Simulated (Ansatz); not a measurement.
## Does relaxation matter for the field gradients of Cs6AlSb3?

Start: a structure deposited in the COD.

Space group P2_1/m (No. 11); a = 10.8446, b = 6.5069, c = 12.7074 Å, β = 100.95°.

```csv
site,Wyckoff,site symmetry,x,y,z
Cs1,2e,m,0.6186,0.2500,0.1741
Cs3,2e,m,0.2549,0.2500,0.2831
Cs5,2e,m,0.9576,0.2500,0.4230
Cs7,2e,m,0.5988,0.2500,0.8657
Cs9,2e,m,0.6316,0.2500,0.5190
Cs11,2e,m,0.9475,0.2500,0.0518
Al,2e,m,0.8244,0.7500,0.2209
Sb15,2e,m,0.6883,0.7500,0.3753
Sb17,2e,m,0.0701,0.7500,0.2679
Sb19,2e,m,0.7126,0.7500,0.0188
```

One atom of each set is listed.

Level of theory: DFT, PBE, plane waves and PAW (field gradients read without the response of the frozen cores, which leaves them typically 4 to 6 % off), scalar-relativistic, 420 eV cutoff, Γ-centred 3×5×3 k-points, Fermi–Dirac smearing 0.02 eV (Ansatz 0.2.0).

The largest force at the start is 0.17 eV/Å. Relaxing the ions at fixed cell moves them by 0.020 Å at most (atom 18, Sb) and 0.012 Å rms. End positions:

Cs1 (0.6195, 0.2500, 0.1748)
Cs3 (0.2549, 0.2500, 0.2831)
Cs5 (0.9575, 0.2500, 0.4223)
Cs7 (0.5978, 0.2500, 0.8653)
Cs9 (0.6311, 0.2500, 0.5186)
Cs11 (0.9470, 0.2500, 0.0521)
Al (0.8248, 0.7500, 0.2209)
Sb15 (0.6885, 0.7500, 0.3764)
Sb17 (0.0720, 0.7500, 0.2683)
Sb19 (0.7124, 0.7500, 0.0173)

```
site  moved (Å)                                             first shell before                                              first shell after  V_zz before (10²¹ V/m²)  η before
 Cs1      0.012       7 Cs at 3.88–4.42 Å, 2 Al at 3.93 Å, 5 Sb at 3.95–4.12 Å       7 Cs at 3.90–4.43 Å, 2 Al at 3.92 Å, 5 Sb at 3.95–4.12 Å                     9.73      0.78
 Cs3      0.001                       4 Sb at 3.81–4.27 Å, 8 Cs at 3.97–4.59 Å                       4 Sb at 3.80–4.25 Å, 8 Cs at 3.96–4.58 Å                     8.96      0.37
 Cs5      0.008  6 Cs at 3.82–4.70 Å, 6 Sb at 4.00–4.34 Å, 3 Al at 4.23–4.69 Å  6 Cs at 3.83–4.68 Å, 6 Sb at 4.00–4.33 Å, 3 Al at 4.22–4.70 Å                     2.92      0.25
 Cs7      0.011       5 Sb at 3.87–4.25 Å, 7 Cs at 3.88–4.49 Å, 1 Al at 4.51 Å       5 Sb at 3.87–4.24 Å, 7 Cs at 3.90–4.49 Å, 1 Al at 4.51 Å                    -5.93      0.18
 Cs9      0.006                       4 Sb at 3.80–3.95 Å, 8 Cs at 3.95–4.59 Å                       4 Sb at 3.79–3.94 Å, 8 Cs at 3.96–4.58 Å                     3.22      0.33
Cs11      0.007  6 Cs at 3.77–4.70 Å, 6 Sb at 3.96–4.30 Å, 3 Al at 4.25–4.62 Å  6 Cs at 3.77–4.68 Å, 6 Sb at 3.96–4.31 Å, 3 Al at 4.25–4.63 Å                    -1.31      0.73
  Al      0.004                                            3 Sb at 2.62–2.67 Å                                            3 Sb at 2.63–2.68 Å                     4.04      0.14
Sb15      0.014                                                 1 Al at 2.67 Å                                                 1 Al at 2.68 Å                    10.06      0.93
Sb17      0.020                                                 1 Al at 2.62 Å                                                 1 Al at 2.63 Å                   -12.65      0.52
Sb19      0.019                                                 1 Al at 2.62 Å                                                 1 Al at 2.64 Å                   -13.24      0.81
```

(1) What are V_zz and η after the relaxation?

Results:

(1) 

```json
{"site": "Cs1", "V_zz after": "9.72", "η after": "0.78", "change of V_zz": "-0.01"}
{"site": "Cs3", "V_zz after": "9.15", "η after": "0.36", "change of V_zz": "+0.19"}
{"site": "Cs5", "V_zz after": "2.90", "η after": "0.37", "change of V_zz": "-0.02"}
{"site": "Cs7", "V_zz after": "-5.89", "η after": "0.19", "change of V_zz": "+0.04"}
{"site": "Cs9", "V_zz after": "3.29", "η after": "0.30", "change of V_zz": "+0.07"}
{"site": "Cs11", "V_zz after": "-1.43", "η after": "0.50", "change of V_zz": "-0.12"}
{"site": "Al", "V_zz after": "3.95", "η after": "0.13", "change of V_zz": "-0.09"}
{"site": "Sb15", "V_zz after": "10.78", "η after": "0.87", "change of V_zz": "+0.72"}
{"site": "Sb17", "V_zz after": "-13.01", "η after": "0.61", "change of V_zz": "-0.36"}
{"site": "Sb19", "V_zz after": "-13.75", "η after": "0.88", "change of V_zz": "-0.51"}
```

The largest change of V_zz is on Sb15, from 10.06 to 10.78. In per cent, |V_zz| changes by -1 to +9 on Cs, -2 on Al, +3 to +7 on Sb (all sites that start above 0.5). Where |V_zz| stays above 0.1, η moves most on Cs11, from 0.73 to 0.50.

Without spin–orbit coupling (the program notes it for Cs and Sb) the gradients can shift somewhat, as the gap is small.
